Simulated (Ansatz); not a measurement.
Theory: DFT PBE, scalar-relativistic, plane waves, PAW, and for the lanthanide a 4f-in-core norm-conserving potential, in Ansatz. Settings: cutoffs of 660 to 690 eV as the potentials ask, Γ-centred meshes spaced at most about 0.3 Å⁻¹, and about 0.25 Å⁻¹ or finer for metals (2π included), Gaussian smearing. Collinear spin in cells that started with moments and kept them past the coarse steps, no spin elsewhere.

Each of these unrelaxed guesses is relaxed in cell and atoms within its symmetry. A guess keeps its type if space group and coordination stay and the shape of the cell changes little (axis ratios within about 15 %, angles within 6°); the volume may change.

1. Nd2H3

```
Nd H
1.0
    -2.05917    2.34235    4.22563
     2.05917   -2.34235    4.22563
     2.05917    2.34235   -4.22563
Nd H
2 3
Direct
  0.69700 0.19700 0.50000
  0.30300 0.80300 0.50000
  0.00000 0.00000 0.00000
  0.25360 0.50000 0.75360
  0.74640 0.50000 0.24640
```

2. TbSbO4

```
Tb Sb O
1.0
     2.66681   -4.21166    0.00000
     2.66681    4.21166    0.00000
     0.00000    0.00000    4.04033
Tb Sb O
1 1 4
Direct
  0.00000 0.00000 0.00000
  0.50000 0.50000 0.50000
  0.34245 0.65755 0.00000
  0.65755 0.34245 0.00000
  0.50000 0.00000 0.50000
  0.00000 0.50000 0.50000
```

3. PrH2Ir (collinear spin from parallel moments)

```
Pr H Ir
1.0
     3.49455    0.00000    0.00000
    -1.74727    3.02637    0.00000
     0.00000    0.00000    5.75965
Pr H Ir
1 2 1
Direct
  0.00000 0.00000 0.50000
  0.33333 0.66667 0.50000
  0.66667 0.33333 0.50000
  0.00000 0.00000 0.00000
```

Problem. Which keep their type?

Solution. Guess 3 keeps its type.

| guess | kept | start group | end group | V start (Å³/atom) | V end | b/a and c/a, end over start | nearest neighbours start | nearest neighbours end |
| --- | --- | --- | --- | --- | --- | --- | --- | --- |
| 1 | no | Immm | Immm | 16.3 | 14.4 | 1.60, 0.91 | H 4, Nd 12 | H 8/9, Nd 8 |
| 2 | no | Cmmm | Cmmm | 15.1 | 13.1 | 0.66, 0.99 | O 7/8, Sb 8, Tb 14 | O 2, Sb 8, Tb 2 |
| 3 | yes | P6/mmm | P6/mmm | 15.2 | 18.0 | 1.00, 0.90 | H 6, Ir 2, Pr 6 | H 6, Ir 2, Pr 6 |

Neighbours count within 15 % of an atom's shortest distance; end groups are read at 0.02 Å (0.05 Å in metals).

These runs have no spin–orbit coupling, which can matter for Ir and Sb. Another magnetic order may lie lower. Cells relaxed within their symmetry can be saddle points.

The lanthanide is trivalent by construction, without f bands, f moments or other valences.

In counts of neighbours, a slash parts the counts of unlike sites.
